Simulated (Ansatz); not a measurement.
## VF₃, several self-consistent solutions

```xyz
8
Lattice="2.5840 1.4919 4.4793 -2.5840 1.4919 4.4793 0.0000 -2.9837 4.4793" Properties=species:S:1:pos:R:3 pbc="T T T"
V     0.0000    0.0000    0.0000
V     0.0000    0.0000    6.7190
F    -0.5163    1.4919    7.8388
F    -1.0339   -1.1931    7.8388
F     1.5501   -0.2988    7.8388
F     0.5163   -1.4919    5.5992
F     1.0339    1.1931    5.5992
F    -1.5501    0.2988    5.5992
```

All energies were calculated with Ansatz 0.2.0 (r2SCAN; 500 eV; 5×5×5 Γ-centred mesh; fermi-dirac occupations of width 0.050 eV). The atoms are fixed and numbered as listed; spin is collinear, without spin-orbit coupling.

Different starts of the self-consistent cycle ended in different solutions. Their moments in μB:

```tsv
state	V1	V2	other atoms together	size of the net moment a cell
A	0.00	0.00	0.00	0.00
B	1.55	1.55	0.08	4.00
C	1.50	-1.50	0.00	0.00
```

Site moments are taken in small spheres that don't touch (radius about 0.4 of the atom's shortest bond), so those of the magnetic atoms read low, and they needn't add up to the net moment. State A was run without spin polarisation.

Problem. What is the order in energy at zero smearing?

Solution. State B (parallel moments) is lowest; C (antiparallel, compensated) lies 5.2 meV above it, A (without moments) lies 325 meV above it, all counted an atom of the cell.

Problem. Which states have a gap on the mesh, and what pressure does each exert on this cell?

Solution. A: no gap, -4.5 GPa; B: gap 0.61 eV, -0.3 GPa; C: gap 0.88 eV, 0.1 GPa (positive in compression). Moments take up room: without them the pressure is lower, so that state wants a smaller cell.

Problem. What do states B and C say about the exchange?

Solution. Between B and C the moments keep their size (1.55 against 1.50 μB in the mean), so the difference mostly measures the exchange between the flipped sites: the parallel order gains 21 meV for each V atom. The nearest flipped pair stands 3.73 Å apart. Flipped pairs are linked through F; the widest V–F–V angle among the nearer links is 149°, at 3.73 Å between the metal atoms.

Problem. What does magnetism gain here?

Solution. 325 meV an atom of the cell, or 1300 meV for each V atom, against state A, which has none. A run without spin would miss this and give wrong energies and forces. That state isn't the paramagnet, which keeps its moments, so this is no ordering energy.

The cell is that of a Crystallography Open Database entry, unchanged.

Caveats: only orders that fit this cell and collinear spins were tried, so the true order may need a larger cell or canted moments; atoms and cell are not relaxed, and each state would relax in its own way; semilocal functionals without U often misplace the states of 3d oxides, halides and chalcogenides; the k mesh is coarse, so differences of a few meV are uncertain where a state is a metal; one start a pattern, so a lower state of the same pattern may exist.
